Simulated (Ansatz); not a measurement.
## Does relaxation matter for the field gradients of SiO2?

Start: an entry of the Crystallography Open Database (COD) (the cell was measured well above room temperature).

Space group P4_12_12 (No. 92); a = 4.9890, c = 6.9910 Å.

| site | Wyckoff | site symmetry | x | y | z |
| --- | --- | --- | --- | --- | --- |
| Si | 4a | ..2 | 0.2977 | 0.2977 | 0.0000 |
| O | 8b | 1 | 0.2410 | 0.0999 | 0.1760 |

One atom of each set is listed.

All values are calculated (Ansatz; DFT, PBE, plane waves and PAW, scalar-relativistic, 420 eV cutoff, Γ-centred 4×4×3 k-points, Fermi–Dirac smearing 0.02 eV), not measured.

The largest force at the start is 0.45 eV/Å. Relaxing the ions at fixed cell moves them by 0.077 Å at most (atom 10, O) and 0.067 Å rms.

| site | moved (Å) | first shell before | first shell after | V_zz before (10²¹ V/m²) | η before |
| --- | --- | --- | --- | --- | --- |
| Si | 0.036 | 4 O at 1.60–1.61 Å | 4 O at 1.63 Å | -0.32 | 0.45 |
| O | 0.077 | 2 Si at 1.60–1.61 Å, angle 148° | 2 Si at 1.63 Å, angle 144° | 9.21 | 0.12 |

(1) How do the gradients change?

## Answers

(1) 

```tsv
site	V_zz after	η after	change of V_zz
Si	-0.39	0.70	-0.07
O	9.54	0.18	+0.33
```

The largest change of V_zz is on O, from 9.21 to 9.54. In per cent, |V_zz| changes by +4 on O (all sites that start above 0.5). Where |V_zz| stays above 0.1, η moves most on Si, from 0.45 to 0.70.
